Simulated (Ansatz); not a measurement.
A distorted cell of MoSi2 (MoSi2 type, space group I4/mmm):

```yaml
crystal:
  lattice:
    - [-3.20172, 3.20172, 7.81858]
    - [0.00000, 0.00000, 7.81858]
    - [1.60086, 1.60086, -3.90929]
  atoms:
    - { symbol: Mo, position: [0.00000, 0.01925, 0.03849] }
    - { symbol: Mo, position: [0.50000, 0.98075, 0.96151] }
    - { symbol: Si, position: [0.00000, 0.35738, 0.04417] }
    - { symbol: Si, position: [0.50000, 0.31321, 0.95583] }
    - { symbol: Si, position: [0.00000, 0.68679, 0.04417] }
    - { symbol: Si, position: [0.50000, 0.64262, 0.95583] }
```

The numbers are results of r2SCAN (plane waves to 500 eV, PAW, scalar-relativistic; Ansatz, an electronic-structure program), not measurements. k mesh 14×14×14 (Γ-centred), Fermi-Dirac smearing 0.05 eV. Stress and pressure are positive under compression. With partly filled bands, energies and forces of such displacements shift with the k mesh and the smearing. MoSi2 is run without spin polarisation. MoSi2 was relaxed with its symmetry unable to fall.

Question: What forces act on the atoms (eV/Å, Cartesian)?

Answer: 
| atom | Fx | Fy | Fz |
|---|---|---|---|
| Mo1 | -0.923 | -0.923 | 0.000 |
| Mo2 | 0.923 | 0.923 | 0.000 |
| Si3 | -0.319 | -0.319 | -0.059 |
| Si4 | 0.319 | 0.319 | -0.059 |
| Si5 | -0.319 | -0.319 | 0.059 |
| Si6 | 0.319 | 0.319 | 0.059 |

Question: What is the stress tensor (GPa)?

Answer: 
```
    0.1     -0.5      0.0
   -0.5      0.1      0.0
    0.0      0.0      0.4
```
The pressure, a third of the trace, is 0.2 GPa.

(A displaced cell: forces are minus the slopes of the energy, force constants its curvatures, and phonons follow from these.)
